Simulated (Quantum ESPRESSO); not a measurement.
# Planted mistakes on one cell of TiZnIn2O6

These are calculations, not measurements. They come from pw.x of Quantum ESPRESSO 7.5, a plane-wave density functional program, with PseudoDojo standard norm-conserving files (v0.5 for PBE, v0.4.1 for LDA and PBEsol). The cells are made up: elements, strain and atom displacements were drawn at random, and nothing was relaxed. There is no spin polarisation, spin-orbit coupling or dispersion term.

The cell has 10 sites of a corundum lattice. Sites 1 to 4 hold Ti Zn In In; sites 5 to 10 hold O O O O O O. Cell vectors in Å: (2.715, 1.568, 4.788); (-2.715, 1.568, 4.788); (0.000, -3.135, 4.788). Settings: PBE, cutoff 1143 eV, 5 x 5 x 5 k mesh shifted by half a step, Fermi-Dirac smearing of 0.025 eV.

The intended run has a self-consistency threshold of 1e-07 eV, a smearing term of 0.000 eV, a pressure of 0.30 GPa and 16 iterations. Each further run changes one thing: all lengths scaled by 1.0071; atoms of sites 1 and 2 exchanged; cutoff 649 eV; files of PBEsol; k mesh 1 x 1 x 1; one electron removed; smearing 0.74 eV; threshold 0.06 eV. A coarse mesh keeps the shift, and a charged cell sits in a uniform background.

| run | change of free energy (eV) | smearing term -TS (eV) | change of P (GPa) | largest change of a force component (eV/Å) | iterations |
| --- | --- | --- | --- | --- | --- |
| A | 0.659 | 0.000 | -0.37 | 3.700 | 16 |
| B | -1.340 | -3.915 | 4.20 | 1.192 | 15 |
| C | 21.489 | 0.000 | -6.02 | 0.187 | 16 |
| D | -8.733 | -0.026 | -19.93 | 0.945 | 19 |
| E | 0.022 | 0.000 | -3.38 | 0.246 | 16 |
| F | 20.502 | 0.000 | -149.56 | 0.176 | 16 |
| G | 0.012 | 0.000 | -1.09 | 0.105 | 8 |
| H | -0.842 | 0.000 | -1.30 | 0.584 | 16 |

A rerun of the intended cell at 1437 eV and k mesh 7 x 7 x 7 moved values by no more than 0.003 eV in the cell's energy, 0.04 GPa in stress and 0.002 eV/Å in force.

Question: which change belongs to which run?

## Worked reading

Run G has the fewest iterations, as a run stopped early does. Run B has the largest smearing term, as wide smearing gives. Run F has a higher energy and the largest fall in pressure, as too small a basis gives. Run E changes the volume by a factor of 1.0215; minus its pressure change over the logarithm of that factor, 159 GPa, is a rough bulk modulus with clamped atoms. Energies from files of another functional, or of a charged cell, have another zero and say nothing on stability; the pressure of a charged cell rests on the program's zero of potential too.

## Key

```
run,change
A,atoms of sites 1 and 2 exchanged
B,smearing 0.74 eV
C,files of PBEsol
D,one electron removed
E,all lengths scaled by 1.0071
F,cutoff 649 eV
G,threshold 0.06 eV
H,k mesh 1 x 1 x 1
```